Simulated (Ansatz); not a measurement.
## ZnS (P6_3mc, 8H): the band gap by level of theory

All numbers come from Ansatz. Calculated for a static, non-magnetic cell.

ZnS (P6_3mc) from a database structure, relaxed with r2SCAN. The symmetry is P6_3mc (No. 186, hexagonal); a = 3.809 Å, c = 24.910 Å in the conventional setting, 19.56 Å³ an atom. Zn is surrounded by 4 S at 2.33–2.34 Å; Zn is surrounded by 4 S at 2.33 Å; S is surrounded by 4 Zn at 2.33 Å; S is surrounded by 4 Zn at 2.33–2.34 Å.

```xyz
16
Lattice="3.8089 0.0000 0.0000 -1.9044 3.2986 0.0000 0.0000 0.0000 24.9099" Properties=species:S:1:pos:R:3 pbc="T T T"
Zn    0.0000    2.1990   18.6835
Zn    0.0000    2.1990    3.1123
Zn    0.0000    0.0000    0.0011
Zn    1.9044    1.0995   21.8002
Zn    1.9044    1.0995    6.2285
Zn    0.0000    2.1990    9.3452
Zn    0.0000    0.0000   12.4560
Zn    1.9044    1.0995   15.5673
S     0.0000    0.0000   14.7894
S     1.9044    1.0995   24.1330
S     0.0000    2.1990    5.4455
S     1.9044    1.0995    8.5660
S     0.0000    2.1990   21.0209
S     0.0000    2.1990   11.6780
S     1.9044    1.0995   17.9005
S     0.0000    0.0000    2.3345
```

Relaxed lattice by functional, symmetry kept:
```
functional   k mesh  a (Å)   c (Å)  volume (Å³/atom)
       PBE  12×12×2  3.847  25.157             20.15
    r2SCAN  12×12×2  3.809  24.910             19.56
```

On this one geometry the levels give:

| level | k mesh | gap (eV) | kind | edges | least direct gap (eV) |
| --- | --- | --- | --- | --- | --- |
| PBE | 12×12×2 | 2.16 | direct | Γ | 2.16 |
| r2SCAN | 12×12×2 | 2.72 | direct | Γ | 2.72 |
| HSE06 | 6×6×1 | 3.39 | direct | Γ | 3.39 |
| PBE0 | 6×6×1 | 4.06 | direct | Γ | 4.06 |

PBE: smearing of 0.02 eV; the others have fixed occupations.
Wave cutoffs: 420 eV, 500 eV (r2SCAN).

HSE06 gives a direct gap of 3.39 eV at Γ.

r2SCAN covers 46 % of the step from PBE to HSE06. All these functionals give a gap of the same kind, direct.

r2SCAN (ground state on 6×6×2): ε∞: 5.42 along x and y, 5.45 along z. Born charges, averaged over directions: Zn +1.97 to +1.99, S -1.99 e. The program notes that the ground state's band table doesn't vouch for all the bands that the response reads.

The meshes of the hybrids are coarse, so their gaps aren't converged to the digits shown.
